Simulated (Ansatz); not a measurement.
Starting cell, Lu (hcp, Mg type):

```
CELL_PARAMETERS angstrom
      3.50707     0.00000     0.00000
     -1.75353     3.03721     0.00000
      0.00000     0.00000     5.46215
ATOMIC_POSITIONS crystal
  Lu 0.33333 0.66667 0.75000
  Lu 0.66667 0.33333 0.25000
```

In this cell atom 1 (Lu, nearest neighbour Lu at 3.400 Å; its periodic images, 3.5 Å or more away, move with it) is moved by s along Cartesian [110], unit vector (0.707, 0.707, 0.000); all other atoms and the cell stay fixed.

Computed with PBE (plane waves to 420 eV, PAW, scalar-relativistic; Ansatz, a quantum-chemistry and plane-wave program). k mesh 12×12×7 (Γ-centred), Fermi-Dirac smearing 0.05 eV. Energies are smeared free energies. With partly filled bands, energies and forces of such displacements shift with the k mesh and the smearing. Lu is run without spin polarisation. Lu was relaxed with its symmetry unable to fall. The PAW data are Ansatz's earlier set. ΔE is measured from the undisplaced structure. The last digit holds for this mesh only.

```tsv
s (Å)	ΔE (meV/cell)
-0.340	95.6
-0.272	60.9
-0.204	34.1
-0.136	withheld
-0.068	3.7
0.000	0.0
0.068	3.6
0.136	14.1
0.204	30.9
0.272	53.7
0.340	82.0
```

### Question
Fit a polynomial form (powers 2, 3, 4) to the given rows and predict ΔE at s = -0.136.

### Answer
Least squares on the 10 given rows: ΔE = (787.3)·s² + (-174.7)·s³ + (-166.2)·s⁴, in meV/cell with s in Å; root-mean-square residual 0.07 meV/cell. At -0.136 the fit gives 14.9 meV/cell; the calculation gives 15.1 meV/cell, so the interpolation is off by -0.2 (-1.3 %). The quadratic term alone would give 14.6 meV/cell.

(A displaced cell: forces are minus the slopes of the energy, force constants its curvatures, and phonons follow from these.)
